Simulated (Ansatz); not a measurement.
The relaxed structure here is a generated cell of Al2O3: the first start was made by placing the elements on the sites of a structure type, and the end was not matched to a known phase here, so it may be hypothetical. Known forms of Al2O3 include space group No. 167.

A relaxed cell of Al2O3 (P4/mbm (No. 127)), relaxed on a k-mesh at least as fine as the one used below. Calculation: r2SCAN (plane waves to 500 eV, PAW, scalar-relativistic; Ansatz, a quantum-chemistry and plane-wave program). Γ-centred k-mesh 4×4×8 on the run's cell (coarser than for final values), Fermi–Dirac smearing 0.05 eV.

```
Al2O3
1.0
    5.45781     0.00000     0.00000
    0.00000     5.45781     0.00000
    0.00000     0.00000     2.78718
O Al
6 4
Cartesian
  0.00000   0.00000   0.00000
  2.72890   2.72890   0.00000
  0.78698   3.51588   1.39359
  3.51588   4.67083   1.39359
  1.94192   0.78698   1.39359
  4.67083   1.94192   1.39359
  1.62554   4.35444   0.00000
  4.35444   3.83227   0.00000
  1.10337   1.62554   0.00000
  3.83227   1.10337   0.00000
```

The atoms are displaced by (Å):

| atom | ux | uy | uz |
|---|---|---|---|
| O1 | 0.000 | 0.018 | -0.027 |
| O2 | 0.023 | 0.097 | -0.023 |
| O3 | -0.022 | -0.069 | 0.099 |
| O4 | -0.213 | -0.142 | 0.012 |
| O5 | -0.045 | 0.135 | 0.096 |
| O6 | 0.018 | 0.049 | -0.030 |
| Al7 | 0.001 | 0.042 | 0.020 |
| Al8 | 0.128 | 0.151 | -0.093 |
| Al9 | -0.075 | -0.048 | 0.045 |
| Al10 | 0.094 | -0.096 | 0.070 |

**Question.** What forces (eV/Å) and pressure result?

**Answer.** 
```
atom     Fx     Fy     Fz
----  -----  -----  -----
O1    -0.37  -0.82   0.60
O2    -0.20  -1.56   0.64
O3    -0.67   3.12  -0.18
O4     2.91   3.99  -1.00
O5     0.14  -2.25  -1.08
O6    -0.23  -2.85   0.37
Al7    2.36  -2.53   0.38
Al8   -2.60  -4.04   0.03
Al9    1.19   3.11   0.90
Al10  -2.53   3.82  -0.67
```

Pressure +5.5 GPa.

**Question.** Estimate the energy cost of the displacement in the harmonic approximation and compare with the calculation.

**Answer.** For a harmonic well ΔE = −½ Σ F·u = 2.039 eV a cell, or 204 meV/atom. The calculated energy relative to the undisplaced cell is +206 meV/atom, so the harmonic estimate holds well.

The undisplaced cell is probably no minimum: from this displacement the run went on to P2₁ (No. 4), 799 meV/atom below it.

No spin polarisation in the result.
